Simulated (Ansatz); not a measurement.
Level: PBE, no spin polarisation; 420 eV; 8×8×4 Γ-centred mesh; fermi-dirac occupations (width 0.1 eV); Ansatz 0.2.0, fixed geometry. The cell carries a charge of +1 e on a uniform background.

Computed maps in the lattice plane spanned by a (left to right, 4.11 Å, 12 points from zero) and b (bottom to top, 4.11 Å, 12 points from zero), 90° apart, at height 0.000 along c. The fields are smooth PAW ones with compensation charges, not the true ones near nuclei.

Valence density. Digits on a logarithmic scale: 0 up to 0.03 e/Å³, each further digit a factor of 1.6, 9 from 1.3 e/Å³ up:
```
998654445689
987655555678
666666666666
555678987655
445689998654
445699999654
445689998654
555678987655
666666666666
987655555678
998654445689
999654445699
```

ELF. Ten even steps from '0' (0.05) to '9' (0.68):
```
259820002895
899852225899
888888888888
225899899852
002895259820
002882628820
002895259820
225899899852
888888888888
899852225899
259820002895
628820002882
```

**Question.** The cell is CaAsBr. Which atoms lie within 0.2 Å of this plane, and where (fractions of a and b)?

**Answer.** As at (0.00, 0.00), As at (0.50, 0.50). The whole cell:
```
Ca As Br
1.0
     4.10926    0.00000    0.00000
     0.00000    4.10926    0.00000
     0.00000    0.00000    8.42622
Ca As Br
2 2 2
Cartesian
  0.0000 2.0546 1.1797
  2.0546 0.0000 7.2465
  0.0000 0.0000 0.0000
  2.0546 2.0546 0.0000
  0.0000 2.0546 5.6456
  2.0546 0.0000 2.7807
```

Origin: a known structure type with other elements, at an estimated volume, so it need not be a known compound. Caveats: many states at the Fermi level without spin polarisation, so a magnetic state may lie lower; atoms or cell far from equilibrium; charged cell with a uniform background.
